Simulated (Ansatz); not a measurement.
Profile along the Re–Re line in Re (hcp, Mg type)

Re (hcp, Mg type), conventional cell a = b = 2.7509 Å, c = 4.4416 Å, α = β = 90.00°, γ = 120.00°. The calculation uses the primitive cell of 2 atoms, to which meshes and values per cell refer.

Fields along a shortest Re–Re line of a (1 -1 0 0) plane (2.75 Å), from Re to Re, interpolated on the slice's grid (step about 0.2 Å). Calculation: PBEsol (plane waves to 420 eV, PAW, scalar-relativistic; Ansatz, a program for electronic structure). k mesh 19×19×11. Near the nuclei the fields are pseudised (PAW); where an atom keeps semicore shells as valence, they peak there. Re is run without spin polarisation. Re was relaxed with its symmetry unable to fall. Spin-orbit coupling is left out, though Re is heavy. The PAW data are Ansatz's earlier set.

| distance from Re (Å) | valence electron density (e/Å³) | electron localisation function |
|---|---|---|
| 0.00 | 6.85 | x |
| 0.14 | 6.99 | x |
| 0.28 | 6.98 | x |
| 0.41 | 6.20 | x |
| 0.55 | 4.63 | 0.72 |
| 0.69 | 2.90 | 0.63 |
| 0.83 | 1.59 | 0.45 |
| 0.96 | 0.86 | 0.30 |
| 1.10 | 0.57 | 0.28 |
| 1.24 | 0.46 | 0.34 |
| 1.38 | 0.43 | 0.36 |
| 1.51 | 0.46 | 0.34 |
| 1.65 | 0.57 | 0.28 |
| 1.79 | 0.86 | 0.30 |
| 1.93 | 1.59 | 0.45 |
| 2.06 | 2.90 | 0.63 |
| 2.20 | 4.63 | 0.72 |
| 2.34 | 6.20 | x |
| 2.48 | 6.98 | x |
| 2.61 | 6.99 | x |
| 2.75 | 6.85 | x |

x: too close to a nucleus for the ELF to mean much.

Density on the Re–Re line (2.75 Å) at its midpoint: 0.43 e/Å³. ELF at that point: 0.4.
